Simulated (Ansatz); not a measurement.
Cell and atoms are relaxed with the symmetry kept. Start:

Space group P6_3/mmc (No. 194). a = 3.710 Å, b = 3.710 Å, c = 5.691 Å, α = 90.00°, β = 90.00°, γ = 120.00°
| atom | site | symmetry | x | y | z |
| --- | --- | --- | --- | --- | --- |
| Mn | 2a | -3m. | 0.0000 | 0.0000 | 0.0000 |
| As | 2c | -6m2 | 0.3333 | 0.6667 | 0.2500 |

Method: DFT r2SCAN, scalar-relativistic, plane waves, PAW in Ansatz 0.2.0.

Settings: cutoff 500 eV, Γ-centred mesh 12×12×8 on the computed 4-atom cell, Gaussian smearing of 0.10 eV; collinear spin from starting moments 3.98 3.98 -0.19 -0.19 μB.

What does it relax to?

The volume rises by 0.42 Å³/atom to 17.38 Å³/atom, and the energy falls by 2.5 meV/atom. The cell ends with a moment of 7.33 μB (only this magnetic start was tried). Final structure:
```
CELL_PARAMETERS angstrom
3.74790 0.00000 0.00000
-1.87395 3.24577 0.00000
0.00000 0.00000 5.71489
ATOMIC_POSITIONS crystal
Mn 0.00000 0.00000 0.00000
Mn 0.00000 0.00000 0.50000
As 0.33333 0.66667 0.25000
As 0.66667 0.33333 0.75000
```

Course of the relaxation (steps run on the plane waves of an earlier cell, and the basis is chosen afresh near the end, so energy and pressure can step there; trial steps that raised the energy were taken back; energies are free energies):

```tsv
step	E − E_final (meV/atom)	P (GPa)	V (Å³/atom)
1	2.5	1.80	16.96
2	0.4	0.46	17.25
3	0.2	0.07	17.36
4	0.2	0.00	17.38
5	0.0	0.01	17.38
```

The state reached may not be the lowest one. Only parallel moments were tried here.

Cost: 1 run of about 13 core-minutes, on Arm Neoverse N1 (shared hosts).